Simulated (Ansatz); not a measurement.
Ti, DFT, PBEsol, all-electron PAW with datasets made for the crystal, scalar-relativistic (Ansatz 0.2.0), run on 1 thread of Arm Neoverse V1 on a shared host.

The geometry is COD entry 9008517, unchecked; take it as a test cell. The listed cell was then made from it by scaling, straining or moving an atom.

Command: `ansatz run input.yaml --threads 1 --pin off --max-ram 3072MiB --backend cpu --events-out ev --progress --plain --runs-dir out`

```yaml
crystal:
  lattice:
    - [2.9499978604, 0.0, 0.0]
    - [-1.4749989302, 2.5547730882, 0.0]
    - [0.0, 0.0, 4.63914]
  atoms:
    - { symbol: Ti, position: [0.3333333333, 0.6666666667, 0.25] }
    - { symbol: Ti, position: [0.6666666667, 0.3333333333, 0.75] }
kpoints:
  mp_grid: { grid: [13, 13, 7] }
scf:
  occupations: { method: fermi_dirac, width: 0.08 }
hamiltonian:
  xc: pbesol
  pseudopotentials: { kind: all_electron, datasets: crystal }
output:
  forces: true
  stress: true
  eigenvalues: true
  efg: { contact_densities: true }
```

(1) How large is the problem that the program sets up?

(2) About how long does it take, and how much memory does it use?

(3) And the same cell and mesh by PAW with the default files, asked for forces, stress, eigenvalues, efg, on the same hardware?

## Answers

(1) 84 irreducible k-points, 313 plane waves at Γ, 13 bands.

(2) 6.7 s of wall time for 7 SCF iterations, with a peak of 0.37 GiB. Times on shared machines scatter by tens of per cent.

(3) 3.6 s, peak memory 0.34 GiB.
